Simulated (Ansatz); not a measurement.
BaPdS₂:
```
BaPdS2
1.0
    3.34709    -5.29197     0.00000
    3.34709     5.29197     0.00000
    0.00000     0.00000     5.58388
Ba Pd S
2 2 4
Cartesian
  3.34709  -1.59542   4.18791
  3.34709   1.59542   1.39597
  0.00000   0.00000   2.79194
  0.00000   0.00000   0.00000
  1.59473   1.01179   4.18791
  5.09944  -1.01179   1.39597
  1.59473  -1.01179   1.39597
  5.09944   1.01179   4.18791
```

The program Ansatz at the PBEsol level (PAW) gives a gap of 0.19 eV without spin–orbit coupling, maximum at Γ, minimum at Γ.

Task: What happens when spin–orbit coupling is switched on?

Result: The gap hardly moves, to 0.19 eV; maximum at Γ, minimum at Γ.

Task: Give the electron effective mass with spin–orbit coupling.

Result: 0.34, 0.65, 0.83 mₑ (principal values).

Task: Give the hole effective mass with spin–orbit coupling.

Result: 0.40, 3.3, 17 mₑ (principal values).

Space group Cmcm. The first step of the workflow began from a Materials Project structure, measured or hypothetical; the Crystallography Open Database copy checked does not list it. Whether it is the stable phase at ambient conditions was not checked. The PBEsol relaxation kept the symmetry of its start; whether a distortion lowers the energy is not shown. No spin polarisation was allowed.

Potentials: the later of the program's two PAW sets.
